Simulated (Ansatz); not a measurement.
ZnS with Ca replacing Zn: gradients before and after relaxing the atoms

Start: a supercell of ZnS (space group P6_3mc) built from a structure deposited in the COD (the entry's cell lengths or inner coordinates differ somewhat from later room-temperature determinations), with all atoms left at the host's positions.

Space group P3m1 (No. 156); a = 7.6240, c = 18.6900 Å, γ = 120.00°.

| site | Wyckoff | site symmetry | x | y | z |
| --- | --- | --- | --- | --- | --- |
| Zn1 | 3d | .m. | 0.8333 | 0.6667 | 0.0000 |
| Zn3 | 1b | 3m. | 0.3333 | 0.6667 | 0.0000 |
| Zn5 | 3d | .m. | 0.8333 | 0.6667 | 0.5000 |
| Zn7 | 1b | 3m. | 0.3333 | 0.6667 | 0.5000 |
| Ca | 1a | 3m. | 0.0000 | 0.0000 | 0.1667 |
| Zn10 | 3d | .m. | 0.0000 | 0.5000 | 0.1667 |
| Zn13 | 3d | .m. | 0.1667 | 0.8333 | 0.6667 |
| Zn16 | 1c | 3m. | 0.6667 | 0.3333 | 0.6667 |
| Zn17 | 3d | .m. | 0.1667 | 0.8333 | 0.3333 |
| Zn20 | 1c | 3m. | 0.6667 | 0.3333 | 0.3333 |
| Zn21 | 1a | 3m. | 0.0000 | 0.0000 | 0.8333 |
| Zn22 | 3d | .m. | 0.0000 | 0.5000 | 0.8333 |
| S25 | 3d | .m. | 0.8333 | 0.6667 | 0.1250 |
| S27 | 1b | 3m. | 0.3333 | 0.6667 | 0.1250 |
| S29 | 3d | .m. | 0.8333 | 0.6667 | 0.6250 |
| S31 | 1b | 3m. | 0.3333 | 0.6667 | 0.6250 |
| S33 | 1a | 3m. | 0.0000 | 0.0000 | 0.2917 |
| S34 | 3d | .m. | 0.0000 | 0.5000 | 0.2917 |
| S37 | 3d | .m. | 0.1667 | 0.8333 | 0.7917 |
| S40 | 1c | 3m. | 0.6667 | 0.3333 | 0.7917 |
| S41 | 3d | .m. | 0.1667 | 0.8333 | 0.4583 |
| S44 | 1c | 3m. | 0.6667 | 0.3333 | 0.4583 |
| S45 | 1a | 3m. | 0.0000 | 0.0000 | 0.9583 |
| S46 | 3d | .m. | 0.0000 | 0.5000 | 0.9583 |

One atom of each set is listed.

Method: Kohn–Sham DFT in Ansatz, PBE, plane waves and PAW, scalar-relativistic, 420 eV cutoff, Γ-centred 3×3×1 k-points, Fermi–Dirac smearing 0.01 eV.

The largest force at the start is 3.3 eV/Å. Relaxing the ions at fixed cell moves them by 0.407 Å at most (atom 33, S) and 0.095 Å rms.

| site | moved (Å) | first shell before | first shell after | V_zz before (10²¹ V/m²) | η before |
| --- | --- | --- | --- | --- | --- |
| Zn1 | 0.095 | 4 S at 2.33–2.34 Å | 4 S at 2.31–2.34 Å | -0.20 | 0.75 |
| Zn5 | 0.006 | 4 S at 2.33–2.34 Å | 4 S at 2.33–2.34 Å | -0.074 | 0.39 |
| Ca | 0.153 | 4 S at 2.33–2.34 Å | 4 S at 2.58–2.59 Å | 0.097 | 0.00 |
| Zn10 | 0.030 | 4 S at 2.33–2.34 Å | 4 S at 2.30–2.35 Å | -0.32 | 0.01 |
| Zn13 | 0.018 | 4 S at 2.33–2.34 Å | 4 S at 2.32–2.33 Å | 0.11 | 0.08 |
| Zn17 | 0.111 | 4 S at 2.33–2.34 Å | 4 S at 2.31–2.34 Å | -0.18 | 0.36 |
| Zn21 | 0.005 | 4 S at 2.33–2.34 Å | 4 S at 2.32–2.33 Å | 0.19 | 0.00 |
| S25 | 0.192 | 3 Zn at 2.33–2.34 Å, 1 Ca at 2.33 Å | 3 Zn at 2.30–2.31 Å, 1 Ca at 2.58 Å | -9.66 | 0.01 |
| S31 | 0.085 | 4 Zn at 2.33–2.34 Å | 4 Zn at 2.30–2.33 Å | 0.11 | 0.00 |
| S33 | 0.407 | 3 Zn at 2.33 Å, 1 Ca at 2.34 Å | 3 Zn at 2.31 Å, 1 Ca at 2.59 Å | -9.32 | 0.00 |
| S34 | 0.016 | 4 Zn at 2.33–2.34 Å | 4 Zn at 2.34–2.35 Å | -0.070 | 0.45 |
| S37 | 0.021 | 4 Zn at 2.33–2.34 Å | 4 Zn at 2.32–2.33 Å | 0.055 | 0.57 |
| S41 | 0.082 | 4 Zn at 2.33–2.34 Å | 4 Zn at 2.32–2.33 Å | 0.13 | 0.98 |
| S45 | 0.012 | 4 Zn at 2.33–2.34 Å | 4 Zn at 2.32–2.34 Å | 0.15 | 0.00 |
| S46 | 0.072 | 4 Zn at 2.33–2.34 Å | 4 Zn at 2.32–2.33 Å | -0.14 | 0.57 |

Question: What are V_zz and η after the relaxation?

Answer: 

```tsv
site	V_zz after	η after	change of V_zz
Zn1	0.50	0.26	–
Zn5	0.45	0.54	–
Ca	-1.50	0.00	-1.60
Zn10	1.49	0.89	–
Zn13	-0.22	0.80	-0.33
Zn17	-1.30	0.17	-1.12
Zn21	-0.45	0.00	-0.64
S25	-9.31	0.04	+0.35
S31	-0.51	0.00	-0.62
S33	-9.74	0.00	-0.42
S34	0.83	0.10	+0.90
S37	-0.36	0.15	-0.41
S41	-0.75	0.11	–
S45	-0.31	0.00	-0.46
S46	-0.54	0.82	-0.40
```

The largest change of V_zz along a kept axis is on Ca, from 0.097 to -1.50. Small gradients that grow severalfold: Zn10 (-0.32 to 1.49), Zn17 (-0.18 to -1.30). In per cent, |V_zz| changes by -4 to +4 on S (all sites that start above 0.5). Where |V_zz| stays above 0.1 and the axes keep their order, η moves most on Zn13, from 0.08 to 0.80. On Zn17 V_xx and V_yy change places (or their axes turn by over 50°), so the two values of η hide a larger change. V_zz changes sign on Zn21 (same axis), S45 (same axis), S31 (same axis), Zn13 (axis turned by 39°), Ca (same axis), S34 (axis turned by 28°), S37 (axis turned by 37°), Zn16 (same axis) and 1 more site (not all in the table). On Zn10, Zn1, S41, Zn5, S29, Zn22 (not all in the table) the largest principal value lies along another axis in the second run, so the two V_zz can't be compared directly. The table leaves out 9 of the 24 sites, with |V_zz| up to 0.84; their tensors move by 0.83 at most along any direction. The statements above cover all sites. The host's own positions weren't relaxed first, so part of the change far from the defect can be the host's relaxation.

The defect repeats with the cell of 48 atoms, so it feels its images: sites between two images don't show the values beside a lone defect, and zeros or small values of η there can come from the images' arrangement. S and Zn carry a gradient in the pure host already, so the values there aren't the defect's effect alone.
Before: The neighbours have not yet relaxed around the defect (largest force 3.3 eV/Å), so the values at and beside it are those of a strained start, not of the defect in a real crystal.
After: The relaxation keeps the site symmetry 3m of the start, so the impurity can move only along its axis; a start off the site could end lower.
